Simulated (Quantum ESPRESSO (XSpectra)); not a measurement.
Quantum ESPRESSO (XSpectra) run for X-ray absorption at the Ge K edge of GeSe (Pnma). Geometry: Materials Project entry mp-700 (a computed structure). The cell is the entry's, not relaxed again. The ground-state test found a gap, so occupations are fixed and the excited electron is left out (charged cell on a uniform background); energies count from the highest occupied level. pw.x input:

```
&CONTROL
  calculation = 'scf'
  prefix = 'x'
  pseudo_dir = './pseudo'
  outdir = './out'
/
&SYSTEM
  ibrav = 0
  nat = 32
  ntyp = 3
  ecutwfc = 35
  tot_charge = 1
  occupations = 'fixed'
/
&ELECTRONS
  conv_thr = 3.2e-07
  mixing_beta = 0.4
/
ATOMIC_SPECIES
Geh 72.630 Ge.lda-tm-gipaw-star1s.UPF
Ge 72.630 Ge.lda-tm-gipaw.UPF
Se 78.971 Se.lda-tm-gipaw.UPF
CELL_PARAMETERS angstrom
   0.000000000    7.574380000    0.000000000
   0.000000000    0.000000000    9.328720000
  11.256030000    0.000000000    0.000000000
ATOMIC_POSITIONS crystal
Geh    0.125000000    0.059500000    0.129100000
Ge     0.125000000    0.559500000    0.129100000
Ge     0.625000000    0.059500000    0.129100000
Ge     0.625000000    0.559500000    0.129100000
Ge     0.375000000    0.440500000    0.870900000
Ge     0.375000000    0.940500000    0.870900000
Ge     0.875000000    0.440500000    0.870900000
Ge     0.875000000    0.940500000    0.870900000
Ge     0.375000000    0.309500000    0.370900000
Ge     0.375000000    0.809500000    0.370900000
Ge     0.875000000    0.309500000    0.370900000
Ge     0.875000000    0.809500000    0.370900000
Ge     0.125000000    0.190500000    0.629100000
Ge     0.125000000    0.690500000    0.629100000
Ge     0.625000000    0.190500000    0.629100000
Ge     0.625000000    0.690500000    0.629100000
Se     0.125000000    0.257735000    0.849280000
Se     0.125000000    0.757735000    0.849280000
Se     0.625000000    0.257735000    0.849280000
Se     0.625000000    0.757735000    0.849280000
Se     0.375000000    0.242265000    0.150720000
Se     0.375000000    0.742265000    0.150720000
Se     0.875000000    0.242265000    0.150720000
Se     0.875000000    0.742265000    0.150720000
Se     0.375000000    0.007735000    0.650720000
Se     0.375000000    0.507735000    0.650720000
Se     0.875000000    0.007735000    0.650720000
Se     0.875000000    0.507735000    0.650720000
Se     0.125000000    0.492265000    0.349280000
Se     0.125000000    0.992265000    0.349280000
Se     0.625000000    0.492265000    0.349280000
Se     0.625000000    0.992265000    0.349280000
K_POINTS automatic
2 2 1 0 0 0
```

xspectra.x input:

```
&input_xspectra
  calculation = 'xanes_dipole'
  edge = 'K'
  prefix = 'x'
  outdir = './out'
  xonly_plot = .false.
  xiabs = 1
  xcoordcrys = .false.
  xepsilon(1) = 1.0
  xepsilon(2) = 0.0
  xepsilon(3) = 0.0
  xniter = 1500
  xcheck_conv = 50
  xerror = 0.002
  x_save_file = 'x0.sav'
/
&plot
  xnepoint = 451
  xemin = -5.0
  xemax = 40.0
  xgamma = 1.5
  terminator = .true.
  cut_occ_states = .true.
/
&pseudos
  filecore = 'core.wfc'
/
&cut_occ
  cut_desmooth = 0.1
  cut_stepl = 0.01
  cut_ierror = 1e-6
/
2 2 2 1 1 1
```

End of the pw.x output:

```
     4.1359   4.2327   4.2464   4.2523   4.2586   4.2932   4.4212   4.4279

          k = 0.0000-0.5000-0.4060 ( 18796 PWs)   bands (ev):

    -9.3974  -8.9967  -8.8521  -8.7969  -8.5167  -8.4990  -8.4884  -8.4862
    -8.2562  -8.1117  -7.9934  -7.9600  -7.6750  -7.6606  -7.6497  -7.6458
    -5.4237  -3.6173  -3.5923  -3.5772  -3.1875  -3.0001  -2.9870  -2.9824
    -2.6999  -2.3876  -2.3574  -2.3461  -1.9867  -1.9654  -1.9517  -1.9451
    -0.0822   0.0664   0.1708   0.3470   0.3506   0.6094   0.6543   0.6616
     0.7052   0.7141   0.7297   0.7626   1.1947   1.2909   1.3191   1.4133
     1.8558   1.8560   1.9065   1.9710   2.2413   2.4185   2.4491   2.5398
     2.6248   2.6682   2.6859   2.7319   2.8017   3.0855   3.0945   3.1047
     3.1300   3.2892   3.3450   3.3602   3.5417   3.7231   3.7293   3.7488
     3.9564   4.0328   4.0538   4.0788   4.2943   4.3589   4.3679   4.3888

     highest occupied level (ev):     4.9755

!    total energy              =   -1149.91772400 Ry
     estimated scf accuracy    <          7.8E-09 Ry

     The total energy is the sum of the following terms:
     one-electron contribution =      53.54857652 Ry
     hartree contribution      =      45.74735588 Ry
     xc contribution           =    -836.32043628 Ry
     ewald contribution        =    -412.89322013 Ry

     convergence has been achieved in  23 iterations

     XML data file, charge density, pseudopotentials, collected wavefunctions
```

xspectra.x output, shortened:

```
... Begin STEP 1 ...

        Radial transition matrix element(s) used in the calculation of the
        initial vector of the Lanczos basis (|tilde{phi}_abs> normalized)
        | For PAW proj. (l=1) #1: radial matrix element =   0.003719043
        | For PAW proj. (l=1) #2: radial matrix element =   0.004609486

NB: the     2 k-point are not all listed below because npool=  4
        |-------------------------------------------------------------
        ! k-point #     1:  ( 0.1682,  0.2500,  0.2030),  0.2500,   1
        |-------------------------------------------------------------
 okvan= F
        |   Norm of the initial Lanczos vector: 0.29601711E-02
        !   => CONVERGED at iter    350 with error=  0.00117768
        |-------------------------------------------------------------
        ! k-point #     2:  ( 0.5047,  0.2500,  0.2030),  0.2500,   1
        |-------------------------------------------------------------
 okvan= F
        |   Norm of the initial Lanczos vector: 0.29601711E-02
        !   => CONVERGED at iter    350 with error=  0.00079291

     Results of STEP 1 successfully written in x_save_file
     x_save_file name:
     ->  x0.sav
     x_save_file version:  2

     ... End STEP 1 ...

     ... Begin STEP 2 ...

     The spectrum is calculated using the following parameters:
        energy-zero of the spectrum [eV]:    4.9755
        the occupied states are elimintate from the spectrum

        ...
... Begin STEP 2 ...

     The spectrum is calculated using the following parameters:
        energy-zero of the spectrum [eV]:    4.9755
        the occupied states are elimintate from the spectrum
        xemin [eV]:  -5.00
        xemax [eV]:  40.00
        xnepoint:  451
        constant broadening parameter [eV]:    1.500
        Core level energy [eV]: -0.1110E+05
         (from electron binding energy of neutral atoms in X-ray data booklet)

     Cross-section successfully written in xanes.dat

     ... End STEP 2 ...

     xanes        :      7.58s CPU      7.75s WALL (       1 calls)

     -------------------------------------------------------------------------
                                END JOB XSpectra
     -------------------------------------------------------------------------
```

xanes.dat for the field along x, every fifth line (energy in eV, cross section):

```
   -5.000   1.2640e-04
   -4.500   1.4440e-04
   -4.000   1.6690e-04
   -3.500   1.9560e-04
   -3.000   2.3290e-04
   -2.500   2.8260e-04
   -2.000   3.5060e-04
   -1.500   4.4640e-04
   -1.000   5.8410e-04
   -0.500   7.8280e-04
    0.000   1.0550e-03
    0.500   1.3660e-03
    1.000   1.5960e-03
    1.500   1.6570e-03
    2.000   1.6030e-03
    2.500   1.4980e-03
    3.000   1.3600e-03
    3.500   1.2130e-03
    4.000   1.0730e-03
    4.500   9.4090e-04
    5.000   8.2030e-04
    5.500   7.1970e-04
    6.000   6.5180e-04
    6.500   6.2340e-04
    7.000   6.2660e-04
    7.500   6.4380e-04
    8.000   6.5950e-04
    8.500   6.6980e-04
    9.000   6.7250e-04
    9.500   6.7450e-04
   10.000   6.8010e-04
   10.500   6.8930e-04
   11.000   6.9820e-04
   11.500   7.0610e-04
   12.000   7.1050e-04
   12.500   7.0820e-04
   13.000   7.0300e-04
   13.500   6.9300e-04
   14.000   6.8310e-04
   14.500   6.7860e-04
   15.000   6.8260e-04
   15.500   6.8430e-04
   16.000   6.7320e-04
   16.500   6.5550e-04
   17.000   6.3690e-04
   17.500   6.3140e-04
   18.000   6.4420e-04
   18.500   6.6460e-04
   19.000   6.8360e-04
   19.500   6.8690e-04
   20.000   6.7480e-04
   20.500   6.5520e-04
   21.000   6.3170e-04
   21.500   6.1810e-04
   22.000   6.1560e-04
   22.500   6.2030e-04
   23.000   6.3300e-04
   23.500   6.4110e-04
   24.000   6.3980e-04
   24.500   6.3260e-04
   25.000   6.1640e-04
   25.500   6.0290e-04
   26.000   5.9920e-04
   26.500   5.9800e-04
   27.000   6.0200e-04
   27.500   6.0900e-04
   28.000   6.0870e-04
   28.500   6.0840e-04
   29.000   6.1080e-04
   29.500   6.0700e-04
   30.000   6.0420e-04
   30.500   6.0730e-04
   31.000   6.1120e-04
   31.500   6.1700e-04
   32.000   6.1680e-04
   32.500   6.0260e-04
   33.000   5.9060e-04
   33.500   5.8800e-04
   34.000   5.8290e-04
   34.500   5.7640e-04
   35.000   5.7460e-04
   35.500   5.7230e-04
   36.000   5.7250e-04
   36.500   5.7760e-04
   37.000   5.7460e-04
   37.500   5.6130e-04
   38.000   5.4760e-04
   38.500   5.3260e-04
   39.000   5.2020e-04
   39.500   5.2110e-04
   40.000   5.2800e-04
```
